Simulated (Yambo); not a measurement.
**Li2WS4: sweep of GW parameters**

G0W0@PBEsol for Li₂WS₄ (space group I-42m, No. 121) in Yambo. Reference settings: 2×2×2 Γ-centred k mesh, bands 4 to 267 and a 7 Ry block in the screening, 267 bands in G with the Bruneval-Gonze terminator, plasmon pole fitted at 27.2 eV. The PBEsol gap X → Z on this mesh is 1.61 eV; G0W0 gaps are taken between the same points.

```csv
change from the reference,G0W0 gap X → Z (eV),shift of the valence edge (eV),rough Yambo cost
reference settings,3.36,-0.86,1
"94 bands in W, 94 bands in G",3.40,-0.62,about 1/3
"169 bands in W, 169 bands in G",3.37,-0.79,within a factor of two
94 bands in G,3.37,-0.80,–
169 bands in G,3.36,-0.85,–
3 Ry block,3.26,-0.58,within a factor of two
6 Ry block,3.34,-0.82,within a factor of two
pole fitted at 55 eV,3.38,-0.95,–
no random integration,3.31,-0.63,–
"94 bands in G, no terminator",3.55,-0.43,–
no terminator,3.43,-0.79,–
```

The reference isn't shown to be the converged limit. Costs are rough (shared machines), scaled to the same edge states, and given only for runs that recompute the screening.

Spin-orbit coupling is left out, which matters for elements this heavy: edges can move by tenths of an eV.

Geometry relaxed with PBE+D3(BJ); primitive cell a = 6.179 Å, b = 6.179 Å, c = 6.179 Å, α = 122.14°, β = 122.14°, γ = 86.33°.

The structure is a Materials Project entry; no match was found in the copy of COD used, and its stability was not checked.

A shift is the quasiparticle energy of the state minus its PBEsol energy.
